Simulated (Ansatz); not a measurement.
## What DFT gives for Lu₂CdS₄

```
Cd S Lu
1.0
     0.00000    5.53147    5.53147
     5.53147    0.00000    5.53147
     5.53147    5.53147    0.00000
Cd S Lu
2 8 4
Cartesian
  0.0000 0.0000 0.0000
  2.7657 2.7657 2.7657
  4.1597 4.1597 4.1597
  9.6690 6.9254 6.9254
  6.9033 6.9033 4.1597
  6.9254 9.6690 6.9254
  4.1597 6.9033 6.9033
  9.6690 9.6690 9.6690
  6.9033 4.1597 6.9033
  6.9254 6.9254 9.6690
  6.9143 6.9143 6.9143
  6.9143 4.1486 4.1486
  4.1486 4.1486 6.9143
  4.1486 6.9143 4.1486
```

The numbers come from plane-wave PAW DFT (Ansatz): r2SCAN, no spin polarisation, 500 eV, 4×4×4 Γ-centred k points, gaussian occupations (width 0.0934 eV). Nothing was relaxed.

Q: What does the stress say?

A: The pressure is -1.1 GPa (compression positive), so with the atoms held at these fractions the cell would first shrink; the forces are large, so a full relaxation may end otherwise.

Q: Which atom feels the largest force, and which way?

A: The largest is on S3 (and as large on other atoms): 2.16 eV/Å, components (1.24, 1.24, 1.24). It makes 180° with the line to a nearest neighbour, Cd2 at 2.41 Å, pointing away from it.

Q: What do density and ELF say about some of the short contacts?

A: Cd–S at 2.41 Å: least valence density 0.50 e/Å³ and ELF 0.30 there. S–Lu at 2.75 Å: least valence density 0.29 e/Å³ and ELF 0.21 there. Both are smooth PAW fields, read partly inside the augmentation spheres.

Q: What is the band gap?

A: The gap is 1.43 eV, direct at the points sampled.

Origin: a known structure type with other elements, at an estimated volume, so it need not be a known compound. Caveats: atoms or cell far from equilibrium.
